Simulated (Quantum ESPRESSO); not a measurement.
## Al2GeMgP4 (input and log of a self-consistent run)

Simulated, not a measurement. The program is pw.x of Quantum ESPRESSO 7.5 (plane-wave density functional theory). The cell is made up: 8 atoms on a zincblende/diamond lattice, with randomly drawn elements, strain and displacements, not relaxed. PseudoDojo standard norm-conserving files (v0.5 for PBE, v0.4.1 for LDA and PBEsol) set the functional; there is no spin polarisation, spin-orbit coupling or dispersion term, and the masses in the input are unused placeholders.

Input:

```
&control calculation='scf', pseudo_dir='./dojo.nc.sr.pbe.v0_5.standard.upf', outdir='./o', disk_io='medium', tprnfor=.true., tstress=.true. /
&system ibrav=0, nat=8, ntyp=4, nbnd=31, ecutwfc=84.00895049, nosym=.true., tot_charge=0,
 occupations='smearing', smearing='fd', degauss=0.0018374661
/
&electrons conv_thr=7.350e-09, electron_maxstep=60, /
ATOMIC_SPECIES
Al 1.0 Al.upf
Ge 1.0 Ge.upf
Mg 1.0 Mg.upf
P 1.0 P.upf
CELL_PARAMETERS angstrom
5.3698 0.0 0.0
0.0 5.3698 0.0
0.0 0.0 5.4654
ATOMIC_POSITIONS angstrom
Al 0.0045 0.0616 -0.0088
Ge 0.0362 2.6878 2.6954
Mg 2.6498 0.0324 2.6688
Al 2.6937 2.6929 -0.01
P 1.3509 1.3398 1.4002
P 1.3791 4.0507 4.0911
P 3.9978 1.3645 4.1322
P 4.0197 4.0515 1.4003
K_POINTS automatic
4 4 4 1 1 1
```

The log is shortened where brackets say so; the opening notice, blank lines, dates and the lines on written files are dropped, and the path of the files is cut. It prints rydbergs, bohrs and kilobars, and counts compression as positive stress.

```
     Program PWSCF v.7.5
     Parallel version (MPI & OpenMP), running on       1 processor cores
     Number of MPI processes:                 1
     Threads/MPI process:                     1
     [start-up lines left out]
     bravais-lattice index     =            0
     lattice parameter (alat)  =      10.1475  a.u.
     unit-cell volume          =    1063.4933 (a.u.)^3
     number of atoms/cell      =            8
     number of atomic types    =            4
     number of electrons       =        50.00
     number of Kohn-Sham states=           31
     kinetic-energy cutoff     =      84.0090  Ry
     charge density cutoff     =     336.0358  Ry
     scf convergence threshold =      7.3E-09
     mixing beta               =       0.7000
     number of iterations used =            8  plain     mixing
     Exchange-correlation= PBE
                           (   1   4   3   4   0   0   0)
     [axes and pseudopotential details left out]
   Cartesian axes
     site n.     atom                  positions (alat units)
         1        Al     tau(   1) = (   0.0008380   0.0114716  -0.0016388  )
         2        Ge     tau(   2) = (   0.0067414   0.5005401   0.5019554  )
         3        Mg     tau(   3) = (   0.4934634   0.0060337   0.4970018  )
         4        Al     tau(   4) = (   0.5016388   0.5014898  -0.0018623  )
         5        P      tau(   5) = (   0.2515736   0.2495065   0.2607546  )
         6        P      tau(   6) = (   0.2568252   0.7543484   0.7618720  )
         7        P      tau(   7) = (   0.7444970   0.2541063   0.7695259  )
         8        P      tau(   8) = (   0.7485754   0.7544974   0.2607732  )
     number of k points=    32  Fermi-Dirac smearing, width (Ry)=  0.0018
                       cart. coord. in units 2pi/alat
        k(    1) = (   0.1250000   0.1250000   0.1228135), wk =   0.0625000
        k(    2) = (   0.1250000   0.1250000   0.3684406), wk =   0.0625000
     [further k points left out]
     Dense  grid:   110665 G-vectors     FFT dimensions: (  60,  60,  64)
     Estimated max dynamical RAM per process >     139.07 MB
     Initial potential from superposition of free atoms
     starting charge      49.9929, renormalised to      50.0000
     Starting wfcs are   38 randomized atomic wfcs
     total cpu time spent up to now is       10.2 secs
     per-process dynamical memory:    89.0 Mb
     Self-consistent Calculation
     iteration #  1     ecut=    84.01 Ry     beta= 0.70
     Davidson diagonalization with overlap
     ethr =  1.00E-02,  avg # of iterations =  4.0
     Threshold (ethr) on eigenvalues was too large:
     Diagonalizing with lowered threshold
     Davidson diagonalization with overlap
     ethr =  7.91E-04,  avg # of iterations =  1.2
     total cpu time spent up to now is       42.3 secs
     total energy              =    -362.20057528 Ry
     estimated scf accuracy    <       0.39988681 Ry
     iteration #  2     ecut=    84.01 Ry     beta= 0.70
     Davidson diagonalization with overlap
     ethr =  8.00E-04,  avg # of iterations =  2.3
     total cpu time spent up to now is       59.7 secs
     total energy              =    -362.27287222 Ry
     estimated scf accuracy    <       0.11393441 Ry
     iteration #  3     ecut=    84.01 Ry     beta= 0.70
     Davidson diagonalization with overlap
     ethr =  2.28E-04,  avg # of iterations =  5.9
     total cpu time spent up to now is       78.6 secs
     total energy              =    -362.29889252 Ry
     estimated scf accuracy    <       0.02216068 Ry
     iteration #  4     ecut=    84.01 Ry     beta= 0.70
     Davidson diagonalization with overlap
     ethr =  4.43E-05,  avg # of iterations =  4.1
     total cpu time spent up to now is       93.2 secs
     total energy              =    -362.30426634 Ry
     estimated scf accuracy    <       0.00149533 Ry
     iteration #  5     ecut=    84.01 Ry     beta= 0.70
     Davidson diagonalization with overlap
     c_bands:  1 eigenvalues not converged
     c_bands:  1 eigenvalues not converged
     c_bands:  1 eigenvalues not converged
     ethr =  2.99E-06,  avg # of iterations =  9.6
     total cpu time spent up to now is      110.5 secs
     total energy              =    -362.30447763 Ry
     estimated scf accuracy    <       0.00013714 Ry
     iteration #  6     ecut=    84.01 Ry     beta= 0.70
     Davidson diagonalization with overlap
     ethr =  2.74E-07,  avg # of iterations =  2.8
     total cpu time spent up to now is      124.9 secs
     total energy              =    -362.30450604 Ry
     estimated scf accuracy    <       0.00000893 Ry
     iteration #  7     ecut=    84.01 Ry     beta= 0.70
     Davidson diagonalization with overlap
     ethr =  1.79E-08,  avg # of iterations =  3.6
     total cpu time spent up to now is      142.7 secs
     total energy              =    -362.30450920 Ry
     estimated scf accuracy    <       0.00000096 Ry
     iteration #  8     ecut=    84.01 Ry     beta= 0.70
     Davidson diagonalization with overlap
     ethr =  1.91E-09,  avg # of iterations =  2.1
     total cpu time spent up to now is      160.1 secs
     total energy              =    -362.30450940 Ry
     estimated scf accuracy    <       0.00000007 Ry
     iteration #  9     ecut=    84.01 Ry     beta= 0.70
     Davidson diagonalization with overlap
     ethr =  1.47E-10,  avg # of iterations =  3.7
     total cpu time spent up to now is      176.8 secs
     total energy              =    -362.30450943 Ry
     estimated scf accuracy    <       0.00000001 Ry
     iteration # 10     ecut=    84.01 Ry     beta= 0.70
     Davidson diagonalization with overlap
     ethr =  2.11E-11,  avg # of iterations =  2.6
     total cpu time spent up to now is      190.7 secs
     End of self-consistent calculation
     [lines on levels left out]
!    total energy              =    -362.30450943 Ry
     estimated scf accuracy    <          2.6E-09 Ry
     smearing contrib. (-TS)   =      -0.00000000 Ry
     internal energy E=F+TS    =    -362.30450943 Ry
     The total energy is F=E-TS. E is the sum of the following terms:
     one-electron contribution =    -223.08017739 Ry
     hartree contribution      =     130.11224498 Ry
     xc contribution           =     -80.63967868 Ry
     ewald contribution        =    -188.69689833 Ry
     convergence has been achieved in  10 iterations
     Forces acting on atoms (cartesian axes, Ry/au):
     atom    1 type  1   force =    -0.00356000   -0.02509064    0.00285334
     atom    2 type  2   force =    -0.02101180    0.01259561    0.03130949
     atom    3 type  3   force =     0.02874992   -0.01037377    0.04223006
     atom    4 type  1   force =    -0.00515932    0.01363041    0.01779867
     atom    5 type  4   force =    -0.03185584    0.04420545   -0.05969484
     atom    6 type  4   force =    -0.03415979   -0.01937328    0.02258524
     atom    7 type  4   force =     0.03062709    0.01048474   -0.01486327
     atom    8 type  4   force =     0.03636974   -0.02607851   -0.04221869
     Total force =     0.138262     Total SCF correction =     0.000117
     Computing stress (Cartesian axis) and pressure
          total   stress  (Ry/bohr**3)                   (kbar)     P=       87.44
   0.00062419  -0.00018303   0.00003043           91.82      -26.92        4.48
  -0.00018303   0.00064441  -0.00001301          -26.92       94.80       -1.91
   0.00003043  -0.00001301   0.00051461            4.48       -1.91       75.70
     init_run     :      7.51s CPU     10.04s WALL (       1 calls)
     electrons    :    161.57s CPU    180.55s WALL (       1 calls)
     forces       :      2.51s CPU      2.55s WALL (       1 calls)
     stress       :      9.17s CPU      9.22s WALL (       1 calls)
     [timing details left out]
     PWSCF        :   3m 0.93s CPU   3m22.61s WALL
     JOB DONE.
```

In other units: free energy -4929.404 eV for the cell, pressure 8.74 GPa, largest force component 1.535 eV/Å. A rerun of the same cell at another strain at 1437 eV and a 6 x 6 x 6 mesh moved values by no more than 0.007 eV in energy, 0.02 GPa in stress and 0.002 eV/Å in force.